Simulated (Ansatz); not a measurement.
# Is this NbTe4Mo structure stable?

The cell was found from a structure generator's guess, not taken from experiment.

Computed with DFT PBE, scalar-relativistic, plane waves, PAW (Ansatz 0.2.0). Cutoff 420 eV, Γ-centred 12×12×4 mesh (6-atom cell), Gaussian smearing of 0.10 eV, no spin polarisation.

```cif
data_structure
_symmetry_space_group_name_H-M 'P-6m2'
_symmetry_Int_Tables_number 187
_cell_length_a 3.6234
_cell_length_b 3.6234
_cell_length_c 14.7359
_cell_angle_alpha 90.000
_cell_angle_beta 90.000
_cell_angle_gamma 120.000
_cell_volume 167.55
loop_
_atom_site_label
_atom_site_type_symbol
_atom_site_symmetry_multiplicity
_atom_site_Wyckoff_symbol
_atom_site_fract_x
_atom_site_fract_y
_atom_site_fract_z
_atom_site_occupancy
Nb1 Nb 1 a 0.00000 0.00000 0.00000 1
Te1 Te 2 g 0.00000 0.00000 0.37898 1
Te2 Te 2 h 0.33333 0.66667 0.87328 1
Mo1 Mo 1 d 0.33333 0.66667 0.50000 1
```

Formation energies are uncorrected and refer to the elements' standard structures at the same level.

Question: These tests were run: energy against the elements; random kick, then relaxation without symmetry; phonons on a 2×2×1 q mesh; elastic tensor. What do they show?

Answer:

```csv
test,result
energy against the elements,−0.35 eV/atom
"random kick, then relaxation without symmetry",returns
phonons on a 2×2×1 q mesh,no imaginary mode on the mesh
elastic tensor,least eigenvalue 7 GPa
```

It fails none of these tests outright. Other phases of the system weren't compared here, so this isn't yet thermodynamic stability. Undecided within the accuracy: elastic tensor.

Weakly bound directions are ill-defined at this level, which has no dispersion term. Spin–orbit coupling, which can matter for Te, is left out. The cell is a metal run without spin, though a test with spin on the coarse mesh kept 0.4 μB a cell, so a magnetic state probably lies lower. The reference form of Te is held partly by dispersion forces, which this level lacks. The kick test ran on a coarse mesh. The run for the phonons used a 12×12×4 k mesh and Fermi–Dirac smearing of 0.15 eV. The run for the elastic tensor used a 12×12×4 k mesh and Fermi–Dirac smearing of 0.15 eV.
